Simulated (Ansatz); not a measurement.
ScB2: stiffness from a series of strains

```xyz
3
Lattice="3.1500 0.0000 0.0000 -1.5750 2.7280 0.0000 0.0000 0.0000 3.5200" Properties=species:S:1:pos:R:3 pbc="T T T"
Sc    0.0000    0.0000    0.0000
B     0.0000    1.8187    1.7600
B     1.5750    0.9093    1.7600
```

Atoms are numbered in the order listed.

The cell comes from COD entry 1510831, which wasn't checked; take it as a given geometry.

Spin polarisation is left out, and whether a magnetic state lies lower isn't shown here.

These are results of Ansatz 0.2.0, DFT, PBEsol, all-electron LAPW, scalar-relativistic, not measurements.

Settings: a Γ-centred 12×12×9 k mesh, Fermi–Dirac smearing of 0.03 eV, basis error target 1 meV/atom, no spin polarisation.

The strain is applied along the Cartesian axes of the cell as listed (the other components stay zero). Fractional coordinates are held (clamped ions).

σ is the change of stress from the unstrained cell, which is at -4.86 GPa; tension is positive, so slopes are stress–strain coefficients at that pressure. In a metal the k mesh adds noise.

Only quantities that a quadratic follows smoothly over the whole series are listed; rougher ones are left out.

```
εxx = εyy  σzz (GPa)  σxx (GPa)
  -0.0200      -2.56     -11.48
   0.0000       0.00       0.00
   0.0100       1.07       5.06
   0.0200       2.01       9.71
```

(1) Fit the series and read off the stiffness at zero strain.

(2) One run, at εxx = εyy = -0.0100, is withheld. Predict its row.

Results:

(1) Least-squares fits y = p0 + p1 x + p2 x² to the rows give σzz (GPa): p1 = 114, p2 = -680; σxx (GPa): p1 = 530, p2 = -2200. So C13 + C23 = 114 GPa and C11 + C12 = 530 GPa, for these axes.

(2) The fits give -1.21, -5.52; the run gave -1.22, -5.48.
